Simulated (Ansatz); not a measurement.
A distorted cell of Ti (hcp, Mg type):

```xyz
2
Lattice="2.9359 0.0000 0.0000 -1.4679 2.5425 0.0000 0.0000 0.0000 4.6366" Properties=species:S:1:pos:R:3 pbc="T T T"
Ti     0.0000     1.6950     3.4774
Ti     1.6399     0.8475     1.1591
```

Level of theory: r2SCAN (plane waves to 500 eV, PAW, scalar-relativistic; Ansatz, a first-principles code). k mesh 15×15×8 (Γ-centred), Fermi-Dirac smearing 0.05 eV. Energies are smeared free energies. Compression counts positive. With partly filled bands, energies and forces of such displacements shift with the k mesh and the smearing. Ti is run without spin polarisation. Ti was relaxed with its symmetry unable to fall.

Question: What forces act on the atoms (eV/Å, Cartesian)?

Answer: 
```tsv
atom	Fx	Fy	Fz
Ti1	0.305	0.013	0.000
Ti2	-0.305	-0.013	0.000
```

Question: Give the stress tensor in GPa and the pressure.

Answer: 
```
   -0.1      2.6      0.0
    2.6     -0.4      0.0
    0.0      0.0      0.3
```
The pressure, a third of the trace, is -0.1 GPa.

Question: In it atom 2 sits (0.172, 0.000, 0.000) Å away from its relaxed site. What is its energy relative to the relaxed cell?

Answer: 28 meV/cell.

(A displaced cell: forces are minus the slopes of the energy, force constants its curvatures, and phonons follow from these.)
